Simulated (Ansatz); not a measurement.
Si: course of a relaxation

Method: Ansatz, DFT LDA, scalar-relativistic, plane waves, PAW. (420 eV cutoff, 3×3×3 k-mesh, Gaussian smearing of 0.02 eV, no spin polarisation)

What was changed: Si vacancy, charge +2, atoms relaxed.

In a supercell of 15 atoms the defect feels its periodic images.

Spin polarisation was left out.

Command:

```bash
ansatz run input.yaml --threads 4 --pin off --max-ram 10240MiB --backend cpu --events-out ev --progress --plain --runs-dir out
```

Input:

```yaml
crystal:
  lattice:
    - [0.0, 5.4019422852, -5.4019422852]
    - [5.4019422852, 5.4019422852, 0.0]
    - [5.4019422852, 0.0, -5.4019422852]
  atoms:
    - { symbol: Si, position: [0.125, 0.125, 0.125] }
    - { symbol: Si, position: [0.125, 0.625, 0.125] }
    - { symbol: Si, position: [0.625, 0.125, 0.125] }
    - { symbol: Si, position: [0.625, 0.625, 0.125] }
    - { symbol: Si, position: [0.125, 0.125, 0.625] }
    - { symbol: Si, position: [0.125, 0.625, 0.625] }
    - { symbol: Si, position: [0.625, 0.125, 0.625] }
    - { symbol: Si, position: [0.625, 0.625, 0.625] }
    - { symbol: Si, position: [0.25, 0.75, 0.25] }
    - { symbol: Si, position: [0.25, 0.25, 0.25] }
    - { symbol: Si, position: [0.75, 0.75, 0.25] }
    - { symbol: Si, position: [0.25, 0.75, 0.75] }
    - { symbol: Si, position: [0.25, 0.25, 0.75] }
    - { symbol: Si, position: [0.75, 0.75, 0.75] }
    - { symbol: Si, position: [0.75, 0.25, 0.75] }
total_charge: 2
basis:
  ecutwfc: 420
  xc_grid: 2
kpoints:
  mp_grid: { grid: [3, 3, 3], shift: [0.0, 0.0, 0.0] }
hamiltonian:
  xc: lda
scf:
  occupations: { method: gaussian, width: 0.02 }
output:
  forces: true
  stress: false
  eigenvalues: true
  write_density: true
  write_potential: true
  elf: true
  volumetric_format: npy
relax:
  adjacent_minimum: "off"
  f_tol: 0.02
  max_steps: 60
```

F is the free energy.

Steps:

| step | F − F(1) (eV) | largest force component (eV/Å) |
| --- | --- | --- |
| 1 | 0.0000 | 0.341 |
| 2 | -0.2112 | 0.443 |
| 3 | -0.7779 | 0.606 |
| 4 | -0.9938 | 0.341 |
| 5 | -1.0127 | 0.038 |
| 6 | -1.0127 | 0.038 |
| 7 | -1.0135 | 0.002 |

Relaxed structure:

```yaml
crystal:
  lattice:
    - [0.00000, 5.40194, -5.40194]
    - [5.40194, 5.40194, 0.00000]
    - [5.40194, 0.00000, -5.40194]
  atoms:
    - { symbol: Si, position: [0.19756, 0.10081, 0.10081] }
    - { symbol: Si, position: [0.12754, 0.62754, 0.11739] }
    - { symbol: Si, position: [0.60081, 0.10081, 0.10081] }
    - { symbol: Si, position: [0.60081, 0.69756, 0.10081] }
    - { symbol: Si, position: [0.12754, 0.11739, 0.62754] }
    - { symbol: Si, position: [0.12754, 0.62754, 0.62754] }
    - { symbol: Si, position: [0.60081, 0.10081, 0.69756] }
    - { symbol: Si, position: [0.61739, 0.62754, 0.62754] }
    - { symbol: Si, position: [0.24126, 0.74126, 0.25874] }
    - { symbol: Si, position: [0.24126, 0.25874, 0.25874] }
    - { symbol: Si, position: [0.75874, 0.74126, 0.25874] }
    - { symbol: Si, position: [0.25000, 0.75000, 0.75000] }
    - { symbol: Si, position: [0.24126, 0.25874, 0.74126] }
    - { symbol: Si, position: [0.75874, 0.74126, 0.74126] }
    - { symbol: Si, position: [0.75874, 0.25874, 0.74126] }
```

It takes space group F-43m (No. 216, cubic). The conventional cell has a = 10.804 Å, b = 10.804 Å, c = 10.804 Å, α = 90.00°, β = 90.00°, γ = 90.00°. Si (site symmetry 3m) has 3 Si at 2.30 Å as nearest neighbours. Si (site symmetry 3m) has 4 Si at 2.29 to 2.30 Å as nearest neighbours. Around Si (site symmetry 2mm) lie 4 Si at 2.30 Å. Around Si (site symmetry -43m) lie 4 Si at 2.29 Å.

The run converged. Time: 12 s on 4 threads of Arm Neoverse V1 (shared host), peak memory 0.55 GiB.